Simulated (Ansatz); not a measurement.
**RbB₃H₃: relaxation (Ansatz)**

Launch command:

```bash
ansatz run input.yaml --threads 2 --pin off --max-ram 2560MiB --backend cpu --events-out ev --progress --plain --runs-dir out
```

Input:

```yaml
crystal:
  lattice:
    - [0.0, 4.752181, 4.752181]
    - [4.752181, 0.0, 4.752181]
    - [4.752181, 4.752181, 0.0]
  atoms:
    - { symbol: Rb, position: [0.25, 0.25, 0.25] }
    - { symbol: Rb, position: [0.75, 0.75, 0.75] }
    - { symbol: H, position: [0.7565, 0.2435, 0.2435] }
    - { symbol: H, position: [0.2435, 0.7565, 0.2435] }
    - { symbol: H, position: [0.2435, 0.7565, 0.7565] }
    - { symbol: H, position: [0.7565, 0.2435, 0.7565] }
    - { symbol: H, position: [0.2435, 0.2435, 0.7565] }
    - { symbol: H, position: [0.7565, 0.7565, 0.2435] }
    - { symbol: B, position: [0.8726, 0.1274, 0.1274] }
    - { symbol: B, position: [0.1274, 0.8726, 0.1274] }
    - { symbol: B, position: [0.1274, 0.8726, 0.8726] }
    - { symbol: B, position: [0.8726, 0.1274, 0.8726] }
    - { symbol: B, position: [0.1274, 0.1274, 0.8726] }
    - { symbol: B, position: [0.8726, 0.8726, 0.1274] }
  symmetry: { tolerance: 0.0003 }
kpoints:
  mp_grid: { grid: [6, 6, 6], shift: [0, 0, 0] }
magnetization:
  spin_polarized: false
scf:
  occupations: { method: fermi_dirac }
  lower_state_search: "off"
hamiltonian:
  pseudopotentials: { kind: paw }
  xc: pbe
basis:
  ecutwfc: 420
  fft_grid_basis: typed
relax:
  max_steps: 60
  cell: { p_target: 0.0 }
output:
  forces: true
  stress: true
  eigenvalues: true
  bader: true
  populations: true
  elf: true
  write_potential: true
  volumetric_format: npy
  dos:
    e_range: [-12, 8]
    de: 0.05
    projected: { site_lists: { B: [B], H: [H], Rb: [Rb] } }
  write_density: true
checkpoint:
  read: saved_state
```

Origin of the cell: a known structure type with other elements, at an estimated volume, so it need not be a known compound.

The smearing width isn't typed, so it takes its default of 0.1 eV.

The saved state is a converged single point of the same cell.

Output (shortened):

```
Pseudopotentials: kind: paw
Pseudopotential: Rb, paw, valence charge 9, recommended cutoff 420 eV (normal), Rb.paw.azcp
Pseudopotential: H, paw, valence charge 1, recommended cutoff 420 eV (normal), H.paw.azcp
Pseudopotential: B, paw, valence charge 3, recommended cutoff 420 eV (normal), B.paw.azcp
Functional definition: PBE
  exchange = pbe_x(kappa = kappa, mu = beta*pi^2/3)
  correlation = pbe_c(beta = beta)
Crystal: 14 atoms, lattice volume = 214.639 Å³
Basis set: ecut = 420 eV, 4279 PW (Γ), exchange–correlation on 90×90×90 points (8 copies of the dense FFT grid, shifted against one another)
Bands: 35, of which v1, the nominal top of the filled ones, is band 21 counted from 1 (20 counted from 0)
Symmetry: 48 space group operations
[… 9 lines left out …]
Initial density: read from a saved state, or passed on in memory by an earlier SCF of this step, an earlier step, the calling program or the single point that the run made first
Functional: x = pbe(κ = 0.804, μ = 0.219515), c = pbe(β = 0.066725)
SCF iter   1: F=—  HF=-7568.753280 eV  Δρ=3.63e-4  dr2=3.46e-4
SCF iter   2: F=—  HF=-7568.754114 eV  Δρ=1.62e-4  dr2=2.29e-5
SCF iter   3: F=—  HF=-7568.754451 eV  Δρ=6.18e-5  dr2=4.67e-6
SCF iter   4: F=—  HF=-7568.754515 eV  Δρ=9.14e-6  dr2=1.23e-7
SCF iter   5: F=-7568.754516 eV  HF=-7568.754516 eV  Δρ=9.48e-7  dr2=2.38e-9
relax step   1: F+E_penalty+E_count = -7568.754516 eV  Δ(F+E_penalty+E_count) = +0.000e0 eV  max|allowed force component| = 3.009e0 eV/Å  Δτ_max = 0.0000 Å  P = +5.212 GPa  Ω = 214.639 Å³  (5 […]
relax step   2: F+E_penalty+E_count = -7569.596299 eV  Δ(F+E_penalty+E_count) = -8.418e-1 eV  max|allowed force component| = 9.856e-1 eV/Å  Δτ_max = 0.1245 Å  P = +2.238 GPa  Ω = 200.817 Å³ […]
relax step   3: F+E_penalty+E_count = -7569.711561 eV  Δ(F+E_penalty+E_count) = -1.153e-1 eV  max|allowed force component| = 2.382e-1 eV/Å  Δτ_max = 0.0358 Å  P = +0.569 GPa  Ω = 200.643 Å³ […]
relax step   4: F+E_penalty+E_count = -7569.720160 eV  Δ(F+E_penalty+E_count) = -8.599e-3 eV  max|allowed force component| = 2.164e-2 eV/Å  Δτ_max = 0.0133 Å  P = +0.047 GPa  Ω = 200.249 Å³ […]
relax step   5: F+E_penalty+E_count = -7569.720460 eV  Δ(F+E_penalty+E_count) = -3.003e-4 eV  max|allowed force component| = 8.021e-4 eV/Å  Δτ_max = 0.0021 Å  P = -0.001 GPa  Ω = 200.036 Å³ […]
relax step   6: F+E_penalty+E_count = -7569.710786 eV  Δ(F+E_penalty+E_count) = +9.674e-3 eV  max|allowed force component| = 1.629e-3 eV/Å  Δτ_max = 0.0000 Å  P = -0.071 GPa  Ω = 200.036 Å³  stress off target by 7.08e-2 GPa […]
relax step   7: F+E_penalty+E_count = -7569.711921 eV  Δ(F+E_penalty+E_count) = -1.134e-3 eV  max|allowed force component| = 3.319e-3 eV/Å  Δτ_max = 0.0042 Å  P = -0.029 GPa  Ω = 199.053 Å³ […]
relax step   8: F+E_penalty+E_count = -7569.711202 eV  Δ(F+E_penalty+E_count) = +7.189e-4 eV  max|allowed force component| = 3.294e-3 eV/Å  Δτ_max = 0.0000 Å  P = -0.031 GPa  Ω = 199.053 Å³  stress off target by 3.14e-2 GPa […]
SCF 8 converged in 5 iterations: F = -7569.711202 eV  dr2 = 5.99e-11
basis re-selected at this cell: Δ(F+E_penalty+E_count) = +7.189e-4 eV, ΔP = -0.002 GPa vs the last step (what re-selecting the basis moved, of the pressure what is left beyond the Pulay corre […]
SCF converged after 5 iterations
Free energy (F): -7569.711202 eV
Harris-Foulkes:  -7569.711202 eV  (|F-HF|=2.73e-11)
Internal energy: -7569.711202 eV  (E = F + TS)
E sigma→0 (E₀):  -7569.711202 eV
Fermi energy:    3.725312 eV
--- Per-component energies (eV) ---
  E_band       = -255.401077
  E_kinetic    = 766.422148
  E_local      = -1889.695359  (includes V_loc(G=0)·N_el)
  E_nonlocal   = 424.396083
  E_hartree    = 556.021542
  E_xc         = -509.821303
  E_vxc        = -574.198126  (∫ρ·V_xc dr)
  E_paw        = -5711.238554  (= ΣΔE_a)
  E_vpaw       = -94.360766  (= ΣTr[D̂ρ^β])
  E_aug_tail   = -0.007948  (compensation charges beyond the density's cutoff)
  E_ewald      = -1205.787810
  E_smearing   = -0.000000  (= −TS)
  Σ components = -7569.711202   (vs F -7569.711202, Δ=0.00e0)
--- Forces (eV/Å), atoms counted from 1 ---
  atom   1  Rb     0.000000    -0.000000     0.000000
  atom   2  Rb    -0.000000     0.000000    -0.000000
  atom   3  H     -0.002461     0.000000     0.000000
  atom   4  H      0.000000    -0.002461    -0.000000
  atom   5  H      0.002461    -0.000000    -0.000000
  atom   6  H     -0.000000     0.002461     0.000000
  atom   7  H      0.000000     0.000000    -0.002461
  atom   8  H     -0.000000    -0.000000     0.002461
  atom   9  B     -0.003294     0.000000    -0.000000
  atom  10  B     -0.000000    -0.003294    -0.000000
  atom  11  B      0.003294    -0.000000    -0.000000
  atom  12  B      0.000000     0.003294     0.000000
  atom  13  B      0.000000    -0.000000    -0.003294
  atom  14  B     -0.000000     0.000000     0.003294
  max |Σ_I F_I| component: 3.21e-17 eV/Å
--- Stress (GPa, compression-positive) ---
       -0.031445       0.000000       0.000000
        0.000000      -0.031445      -0.000000
        0.000000      -0.000000      -0.031445
  P = ⅓ Tr σ = -0.0314 GPa (-0.314 kbar)
--- Relaxed structure (6 steps of the walk, 6 accepted, 2 SCFs on fresh bases) ---
  F+E_penalty+E_count = -7569.711202 eV   max|allowed force component| = 3.294e-3 eV/Å   (the final SCF, on the basis selected at the relaxed cell)
  cell:  # Å, volume = 199.0529 Å³
    - [0.0, 4.634251, 4.634251]
    - [4.634251, 0.0, 4.634251]
    - [4.634251, 4.634251, 0.0]
  atoms:
    - { symbol: Rb, position: [0.25, 0.25, 0.25] }
    - { symbol: Rb, position: [0.750000, 0.750000, 0.750000] }
    - { symbol: H, position: [0.737564, 0.262436, 0.262436] }
    - { symbol: H, position: [0.262436, 0.737564, 0.262436] }
    - { symbol: H, position: [0.262436, 0.737564, 0.737564] }
    - { symbol: H, position: [0.737564, 0.262436, 0.737564] }
    - { symbol: H, position: [0.262436, 0.262436, 0.737564] }
    - { symbol: H, position: [0.737564, 0.737564, 0.262436] }
    - { symbol: B, position: [0.868060, 0.131940, 0.131940] }
    - { symbol: B, position: [0.131940, 0.868060, 0.131940] }
    - { symbol: B, position: [0.131940, 0.868060, 0.868060] }
    - { symbol: B, position: [0.868060, 0.131940, 0.868060] }
    - { symbol: B, position: [0.131940, 0.131940, 0.868060] }
    - { symbol: B, position: [0.868060, 0.868060, 0.131940] }
--- Löwdin populations: 14 sites ---
  site symbol       q [e]
     0     Rb      8.0725
     1     Rb      8.0725
     2      H      0.9784
     3      H      0.9784
     4      H      0.9784
     5      H      0.9784
     6      H      0.9784
     7      H      0.9784
     8      B      3.2963
     9      B      3.2963
    10      B      3.2963
    11      B      3.2963
    12      B      3.2963
    13      B      3.2963
  spilling = 0.004913 (of n_electrons = 42.000000)
--- Bader charges: 14 sites ---
  site symbol  charge [e]  shift [e]
     0     Rb      0.8517     0.0000
     1     Rb      0.8517     0.0000
     2      H     -0.6459     0.0001
     3      H     -0.6459     0.0001
     4      H     -0.6459     0.0001
     5      H     -0.6459     0.0001
     6      H     -0.6459     0.0001
     7      H     -0.6459     0.0001
     8      B      0.3620     0.0001
     9      B      0.3620     0.0001
    10      B      0.3620     0.0001
    11      B      0.3620     0.0001
    12      B      0.3620     0.0001
    13      B      0.3620     0.0001
  estimated error of the sums over rays = 1.0e-4 e
```

The starting structure.

Space group Fm-3m (No. 225); the run's cell has a = 6.721 Å, b = 6.721 Å, c = 6.721 Å, α = 60.00°, β = 60.00°, γ = 60.00°. Shortest distances: B–H 1.10 Å, B–B 1.71 Å, H–H 3.27 Å, H–Rb 3.36 Å, B–Rb 3.56 Å.

After:

Space group Fm-3m (No. 225); the run's cell has a = 6.554 Å, b = 6.554 Å, c = 6.554 Å, α = 60.00°, β = 60.00°, γ = 60.00°. Shortest distances: B–H 1.21 Å, B–B 1.73 Å, H–H 3.11 Å, H–Rb 3.28 Å, B–Rb 3.45 Å.

```yaml
Free_energy_lowered_by: 68.3 meV/atom
Volume_change: -7.26 %
Final_pressure: -0.03 GPa
Relaxation_steps_listed: 8
Gap_on_the_mesh: 4.86 eV
```

Caveats: the relaxation held the start's symmetry, so the end may be a saddle point.

The run took 93 s on 2 threads of Arm Neoverse V1, on a shared host, peak memory 0.52 GiB, from a saved density.
